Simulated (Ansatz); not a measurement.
Ca (simple cubic, space group No. 221) under volume change, PBEsol in the plane-wave PAW code Ansatz, scaled uniformly.

```tsv
V (Å³/atom)	E − E(relaxed) (meV/atom)	P (GPa)
37.319	14.2	1.30
38.549	6.0	0.82
39.779	1.4	0.39
41.010	0.0	0.00
42.240	1.3	-0.33
43.470	5.0	-0.61
44.700	10.6	-0.86
```

What does a third-order Birch–Murnaghan fit give for V₀, B₀ and B′?

V₀ = 41.02 Å³/atom, B₀ = 11.7 GPa, B′ = 3.5.

Space group Pm-3m (simple cubic). This is a known high-pressure phase of the composition, computed here at zero pressure and temperature. The cell was relaxed with PBEsol under the symmetry of its start. At this level the phase is mechanically unstable.

Potentials: the earlier of the program's two PAW sets.
